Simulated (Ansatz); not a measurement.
## CaIr₂: do energies and stresses tell the same story?

The calculation used DFT r2SCAN, scalar-relativistic, plane waves, PAW (Ansatz).

Plane waves to 500 eV, a k mesh through Γ of 8×8×8 on the computed 6-atom cell and Gaussian smearing (0.10 eV); no spin polarisation.

Relaxed cell: Fd-3m, a = 7.527 Å, b = 7.527 Å, c = 7.527 Å, α = 90.00°, β = 90.00°, γ = 90.00°, 6 atoms in the primitive cell. Whether it is the stable form of this composition wasn't checked.

Energies at zero smearing and pressures from the stress tensor, at volumes with shape and atoms relaxed:
```csv
V (Å³/atom),E − E(first) (meV/atom),P (GPa)
16.703,0.00,12.98
17.236,-30.99,5.92
17.769,-40.42,-0.02
18.302,-31.67,-5.03
18.836,-7.62,-9.24
```

Q: Check P = −dE/dV between neighbouring volumes, and get the bulk modulus from the pressures alone.

A: With 1 eV/Å³ = 160.2 GPa:
```tsv
middle V (Å³/atom)	−ΔE/ΔV (GPa)	mean P (GPa)
16.970	9.315	9.452
17.503	2.834	2.951
18.036	-2.631	-2.526
18.569	-7.228	-7.136
```

The two differ by 0.14 GPa at most. The mean of two end pressures misses the average over a step by about ΔV² P″/12, up to 0.10 GPa here; with that taken off 0.04 GPa remains. The stress is the derivative of the free energy, not of the energy at zero smearing, and with free energies 0.00 GPa remains. Around V = 17.769 Å³/atom, the two neighbours give B = −V ΔP/ΔV = 17.769 × 10.95 / 1.066 = 182.6 GPa, against B0 = 181.8 GPa from the Birch–Murnaghan fit of the energies.

Spin–orbit coupling is left out, which can shift energies with elements as heavy as these.

Cost: 6 runs of about 4.6 core-minutes in all, on Arm Neoverse V1 (shared hosts).